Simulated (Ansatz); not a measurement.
Relaxed-ion elastic tensor of Al$_{2}$Au (fluorite or antifluorite type, Fm-3m) in GPa (Voigt order), LDA in the plane-wave PAW code Ansatz; density 7.89 g/cm³, 17.61 Å³ per atom.

```
     1    2    3     4     5     6
-  ---  ---  ---  ----  ----  ----
1  162  101  101   0.0   0.0   0.0
2  101  162  101   0.0   0.0   0.0
3  101  101  162   0.0   0.0   0.0
4  0.0  0.0  0.0  54.4   0.0   0.0
5  0.0  0.0  0.0   0.0  54.4   0.0
6  0.0  0.0  0.0   0.0   0.0  54.4
```

Q: Is the crystal mechanically stable?

A: Yes: the smallest eigenvalue of C is 54.4 GPa.

Q: Work out the Voigt, Reuss and Hill averages.

A: K_V = 122, K_R = 122, K_H = 122; G_V = 44.7, G_R = 41.1, G_H = 42.9 GPa.

Q: Give Young's modulus, Poisson's ratio, Pugh's ratio and the universal anisotropy index.

A: E = 9KG/(3K + G) = 115 GPa; ν = 0.34; K/G = 2.83 (ductile by the Pugh limit of 1.75); A_U = 5G_V/G_R + K_V/K_R − 6 = 0.43.

Q: Estimate the sound speeds and the Debye temperature.

A: v_l = √((K + 4G/3)/ρ) = 4760 m/s, v_t = √(G/ρ) = 2330 m/s, mean 2620 m/s; Θ = (h/k)(3n/4πV)^(1/3) v_m = 300 K.

Q: Give the Zener ratio and Young's modulus along [100], [110] and [111].

A: A = 2C44/(C11 − C12) = 1.81; 1/E = S11 − 2(S11 − S12 − S44/2)Γ with Γ = 0, 1/4, 1/3 gives 83.5, 121, 142 GPa.

Symmetry was held in the LDA relaxation; of distortions, only those at the zone centre were tested. As this level gives no gap, shear constants depend on the k-mesh and smearing (Fermi–Dirac, 0.1 eV here). Scalar-relativistic: spin–orbit coupling is off unless named, which matters more the heavier the elements.

Potentials: the later of the program's two PAW sets.
